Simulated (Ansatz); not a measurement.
Relaxed-ion elastic tensor of CsPbBr3 in space group Pnma (No. 62; Pb on 4a, Cs on 4c, Br on 8d, Br on 4c) in GPa (Voigt order), LDA in the plane-wave PAW code Ansatz; density 5.28 g/cm³, 36.46 Å³ per atom.

```
36.4  15.3  19.0   0.0   0.0   0.0
15.3  44.9  16.2   0.0   0.0   0.0
19.0  16.2  17.3   0.0   0.0   0.0
 0.0   0.0   0.0   6.2   0.0   0.0
 0.0   0.0   0.0   0.0  13.8   0.0
 0.0   0.0   0.0   0.0   0.0   7.9
```

**Question.** Is the crystal mechanically stable?

**Answer.** Yes: the smallest eigenvalue of C is 4.5 GPa.

**Question.** Work out the Voigt, Reuss and Hill averages.

**Answer.** K_V = 22.2, K_R = 17.1, K_H = 19.7; G_V = 8.8, G_R = 5.7, G_H = 7.3 GPa.

**Question.** Give Young's modulus, Poisson's ratio, Pugh's ratio and the universal anisotropy index.

**Answer.** E = 9KG/(3K + G) = 19.4 GPa; ν = 0.34; K/G = 2.71 (ductile by the Pugh limit of 1.75); A_U = 5G_V/G_R + K_V/K_R − 6 = 2.95.

**Question.** Estimate the sound speeds and the Debye temperature.

**Answer.** v_l = √((K + 4G/3)/ρ) = 2360 m/s, v_t = √(G/ρ) = 1170 m/s, mean 1320 m/s; Θ = (h/k)(3n/4πV)^(1/3) v_m = 118 K.

**Question.** How much does each axis shrink under pressure?

**Answer.** Linear compressibilities β_i = Σ_j S_ij (j = 1 to 3): x -5.8, y 1.8, z 62 per TPa.

The cell was relaxed with LDA under the symmetry of its start. Spin–orbit coupling is left out wherever it is not named.

Potentials: the later of the program's two PAW sets.
